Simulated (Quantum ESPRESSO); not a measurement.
# Planted mistakes on one cell of TiIn3O5N

Calculated results; nothing here was measured. They come from pw.x of Quantum ESPRESSO 7.5, a plane-wave density functional program, with PseudoDojo standard norm-conserving files (v0.5 for PBE, v0.4.1 for LDA and PBEsol). The cells are made up: elements, strain and atom displacements were drawn at random, and nothing was relaxed. There is no spin polarisation, spin-orbit coupling or dispersion term.

The cell has 10 sites of a corundum lattice. Sites 1 to 4 hold Ti In In In; sites 5 to 10 hold O N O O O O. Cell vectors in Å: (2.771, 1.678, 4.917); (-2.834, 1.667, 4.956); (-0.041, -3.274, 4.913). Settings: PBE, cutoff 1143 eV, 5 x 5 x 5 k mesh shifted by half a step, Fermi-Dirac smearing of 0.025 eV.

The intended run has a self-consistency threshold of 1e-07 eV, a smearing term of 0.000 eV, a pressure of -9.39 GPa and 16 iterations. Each further run changes one thing: all lengths scaled by 0.9804; atoms of sites 6 and 8 exchanged; cutoff 790 eV; files of LDA; k mesh 2 x 2 x 2; one electron removed; smearing 0.59 eV; threshold 0.2 eV. A coarse mesh keeps the shift, and a charged cell sits in a uniform background.

| run | change of free energy (eV) | smearing term -TS (eV) | change of P (GPa) | largest change of a force component (eV/Å) | iterations |
| --- | --- | --- | --- | --- | --- |
| A | 0.056 | 0.000 | -1.71 | 0.480 | 6 |
| B | 0.015 | 0.000 | 0.02 | 0.066 | 16 |
| C | -8.448 | -0.022 | -16.84 | 0.885 | 18 |
| D | -0.339 | 0.000 | -0.47 | 2.625 | 15 |
| E | 1.181 | 0.000 | -10.72 | 0.028 | 16 |
| F | 20.904 | 0.000 | -10.02 | 0.197 | 16 |
| G | -0.270 | 0.000 | 8.21 | 0.330 | 16 |
| H | -1.250 | -3.072 | 2.96 | 0.761 | 14 |

A rerun of the intended cell at 1437 eV and k mesh 7 x 7 x 7 moved values by no more than 0.003 eV in the cell's energy, 0.03 GPa in stress and 0.002 eV/Å in force.

Question: which change belongs to which run?

## Worked reading

Run A has the fewest iterations, as a run stopped early does. Run H has the largest smearing term, as wide smearing gives. Run G changes the volume by a factor of 0.9423; minus its pressure change over the logarithm of that factor, 138 GPa, is a rough bulk modulus with clamped atoms. Energies from files of another functional, or of a charged cell, have another zero and say nothing on stability; the pressure of a charged cell rests on the program's zero of potential too.

## Key

| run | change |
| --- | --- |
| A | threshold 0.2 eV |
| B | k mesh 2 x 2 x 2 |
| C | one electron removed |
| D | atoms of sites 6 and 8 exchanged |
| E | cutoff 790 eV |
| F | files of LDA |
| G | all lengths scaled by 0.9804 |
| H | smearing 0.59 eV |